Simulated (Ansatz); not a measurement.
PbF2 (fluorite)

```yaml
crystal:
  lattice:
    - [0.00000, 3.00038, 3.00038]
    - [3.00038, 0.00000, 3.00038]
    - [3.00038, 3.00038, 0.00000]
  atoms:
    - { symbol: Pb, position: [0.00000, 0.00000, 0.00000] }
    - { symbol: F, position: [0.75000, 0.75000, 0.75000] }
    - { symbol: F, position: [0.25000, 0.25000, 0.25000] }
```

The volume is varied about the relaxed value V₀ at fixed cell shape. Symmetry pins the atoms to their sites.

Computed with PBE (plane waves to 420 eV, PAW, scalar-relativistic; Ansatz, a quantum-chemistry and plane-wave program). k mesh 10×10×10 (Γ-centred), Fermi-Dirac smearing 0.05 eV. The energy includes the smearing's −TS. Stress and pressure are positive under compression. PbF2 was relaxed with its symmetry unable to fall. Spin-orbit coupling is left out, though Pb is heavy. ΔE is measured from the relaxed starting cell.

| V/V₀ | ΔE (meV/atom) | P (GPa) |
|---|---|---|
| 0.900 | [?] | [?] |
| 0.925 | [?] | 6.25 |
| 0.950 | 10.3 | 3.86 |
| 0.975 | 2.5 | [?] |
| 1.000 | 0.0 | 0.00 |
| 1.025 | 2.2 | -1.55 |
| 1.050 | 8.5 | -2.89 |
| 1.075 | 18.3 | -4.05 |
| 1.100 | 31.1 | -5.06 |

### Question
What belongs in the gaps?

### Answer

- 0.900, ΔE (meV/atom): 45.8
- 0.900, P (GPa): 9.02
- 0.925, ΔE (meV/atom): 24.4
- 0.975, P (GPa): 1.79

(Under strain, the slope of the energy per volume gives the stress and its curvature an elastic modulus.)
